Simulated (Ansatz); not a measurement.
SnBi3 (Fm-3m), one atom moved along a line

The calculation used Ansatz, DFT PBEsol, scalar-relativistic, plane waves, PAW. The runs took a 420 eV cutoff, a Γ-centred 12×12×12 mesh and Gaussian smearing (0.15 eV). Spin–orbit coupling is left out, which can shift energies with elements as heavy as these. No spin polarisation. Energies are free energies at this smearing, counted from the undisturbed cell; pressure is positive in compression.

The starting cell (relaxed at this level; with this scan's settings it stands at 0.1 GPa; it needn't be the usual structure):

```
Sn Bi
1.0
     0.00000    3.87945    3.87945
     3.87945    0.00000    3.87945
     3.87945    3.87945    0.00000
Sn Bi
1 3
Direct
  0.00000 0.00000 0.00000
  0.25000 0.25000 0.25000
  0.75000 0.75000 0.75000
  0.50000 0.50000 0.50000
```

Atom 2 (Bi) is moved by x along the Cartesian unit vector (0.577, 0.577, 0.577); the cell and all other atoms stay fixed. The cell is metallic on the mesh throughout.

**Question.** Over the sampled range (-0.6000 to 0.4500), is the undisturbed cell the lowest point?

**Answer.** Yes, every other sampled point lies higher.

The scan:

| x (Å) | ΔE (meV/cell) |
| --- | --- |
| -0.6000 | 542.3 |
| -0.3000 | 103.8 |
| 0.0000 | 0.0 |
| 0.1500 | 22.9 |
| 0.4500 | 278.0 |

Cost: 5 runs of about 8.1 core-minutes in all, on Intel Xeon Processor @ 2.50GHz (Skylake/Cascade Lake) (shared hosts).